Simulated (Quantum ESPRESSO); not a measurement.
## Band energies of Sr2NO6H3

```xyz
12
Lattice="6.7043 0.0000 0.0000 -3.3522 5.8061 0.0000 0.0000 0.0000 3.5915" Properties=species:S:1:pos:R:3 pbc="T T T"
H      2.2762     3.9424     0.0000
H     -1.0760     1.8637     0.0000
H      2.1520     0.0000     0.0000
N      0.0000     0.0000     1.7958
O      0.6343     1.0986     1.7958
O     -2.7179     4.7075     1.7958
O      5.4357     0.0000     1.7958
O      1.7881     3.0970     0.0000
O     -1.5641     2.7091     0.0000
O      3.1282     0.0000     0.0000
Sr     3.3522     1.9354     1.7958
Sr     0.0000     3.8707     1.7958
```

norm-conserving LDA (Quantum ESPRESSO, 84 Ry, no spin-orbit coupling); path ΓMKΓALHA,LM,KH; energies in eV from the valence-band maximum.

```
k (1/Å)  point  band 28  band 29  band 30  band 31  band 32  band 33  band 34  band 35
-------  -----  -------  -------  -------  -------  -------  -------  -------  -------
0.00         Γ    -0.49    -0.47    -0.04    -0.04    -0.02     3.43     4.58     5.84
0.54         M    -0.51    -0.44    -0.34    -0.08    -0.01     3.35     5.61     6.68
0.54         K    -0.61    -0.51    -0.17    -0.17     0.00     3.34     5.74     6.80
0.75              -0.57    -0.49    -0.31    -0.09    -0.01     3.36     5.44     6.49
1.17         Γ    -0.49    -0.47    -0.04    -0.04    -0.02     3.43     4.58     5.84
1.34              -0.51    -0.46    -0.15    -0.09    -0.09     3.32     4.85     6.07
1.69              -0.61    -0.61    -0.44    -0.39    -0.39     2.96     6.30     7.49
2.04         A    -0.65    -0.57    -0.57    -0.57    -0.51     2.80     7.40     7.40
2.22              -0.65    -0.59    -0.58    -0.52    -0.46     2.86     7.49     7.50
2.58         L    -0.67    -0.64    -0.61    -0.51    -0.41     3.01     7.45     7.75
2.58         H    -0.67    -0.67    -0.54    -0.54    -0.49     3.04     7.27     7.91
2.89              -0.66    -0.62    -0.57    -0.52    -0.42     2.94     7.58     7.62
3.21         A    -0.65    -0.57    -0.57    -0.57    -0.51     2.80     7.40     7.40
3.21         L    -0.67    -0.64    -0.61    -0.51    -0.41     3.01     7.45     7.75
3.56              -0.60    -0.52    -0.45    -0.39    -0.27     3.11     6.83     7.49
3.91              -0.51    -0.47    -0.36    -0.10    -0.07     3.31     5.79     6.87
4.08         M    -0.51    -0.44    -0.34    -0.08    -0.01     3.35     5.61     6.68
4.08         K    -0.61    -0.51    -0.17    -0.17     0.00     3.34     5.74     6.80
4.23              -0.60    -0.52    -0.19    -0.19    -0.04     3.32     5.86     6.92
4.52              -0.61    -0.59    -0.31    -0.29    -0.29     3.17     6.61     7.30
4.96         H    -0.67    -0.67    -0.54    -0.54    -0.49     3.04     7.27     7.91
```

The LDA gap is indirect, 2.80 eV, from K to A; the smallest direct gap is 3.30 eV. Another valence extremum on the path lies within 0.02 eV, too close to call.

Geometry of the Materials Project entry, not relaxed at this level.
